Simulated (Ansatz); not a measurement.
Input:

AlCu:
Space group Pm-3m (No. 221); a = 2.9235 Å, b = 2.9235 Å, c = 2.9235 Å, α = 90.00°, β = 90.00°, γ = 90.00°

```tsv
atom	site	symmetry	x	y	z
Al	1a	m-3m	0.0000	0.0000	0.0000
Cu	1b	m-3m	0.5000	0.5000	0.5000
```

This is the LDA-relaxed structure.

### Question
All from DFT-LDA in the program Ansatz with PAW potentials, unless another level is named. Estimate the highest zone-centre frequency.

### Answer
258 cm⁻¹.

### Question
Predict the bulk modulus (Birch–Murnaghan fit).

### Answer
138 GPa.

### Question
Next, the elastic constants (relaxed ions, GPa)?

### Answer
C11 = 122, C12 = 147, C44 = 50.3.

The first step of the workflow began from a Materials Project structure, measured or hypothetical; the Crystallography Open Database copy checked does not list it. COD files the formula under space group No. 12. Whether it is the stable phase at ambient conditions was not checked. The LDA relaxation kept the symmetry of its start. At this level the phase is mechanically unstable. The run is not spin-polarised. As this level gives no gap, shear constants depend on the k-mesh and smearing (Fermi–Dirac, 0.1 eV here). As this level gives no gap, phonon frequencies hold no LO–TO term and depend on the k-mesh and smearing (Fermi–Dirac, 0.1 eV here).

Potentials: the later of the program's two PAW sets.
